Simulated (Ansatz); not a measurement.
Ni3Pb2Se2 in space group R-3m (No. 166; Ni on 9d, Se on 6c, Pb on 3b, Pb on 3a) at seven volumes, the program Ansatz at the r²SCAN level (PAW), shape and atoms relaxed at each. One row is withheld.

| V (Å³/atom) | P (GPa) |
|---|---|
| 17.204 | 7.84 |
| 17.772 | 4.72 |
| 18.339 | 2.13 |
| 18.906 | 0.00 |
| 19.473 | -1.77 |
| 20.040 | ? |
| 20.608 | -4.48 |

Problem. Fit the shown pressures and predict the withheld one.

Solution. P = (3/2)B₀(x^(7/2) − x^(5/2))[1 + (3/4)(B′ − 4)(x − 1)] with x = (V₀/V)^(2/3). Least squares on the six rows gives V₀ = 18.905 Å³/atom, B₀ = 65.0 GPa, B′ = 5.21. At V = 20.040, x = 0.9619 and P = -3.26 GPa. The run itself gave -3.25 GPa.

The workflow started from an entry of the Crystallography Open Database (COD). Whether it is the stable phase at ambient conditions was not checked. The r²SCAN relaxation kept the symmetry of its start; whether a distortion lowers the energy is not shown. The workflow began spin-polarised and lost its moments. Scalar-relativistic: spin–orbit coupling is off unless named, which matters more the heavier the elements.

Potentials: the later of the program's two PAW sets.
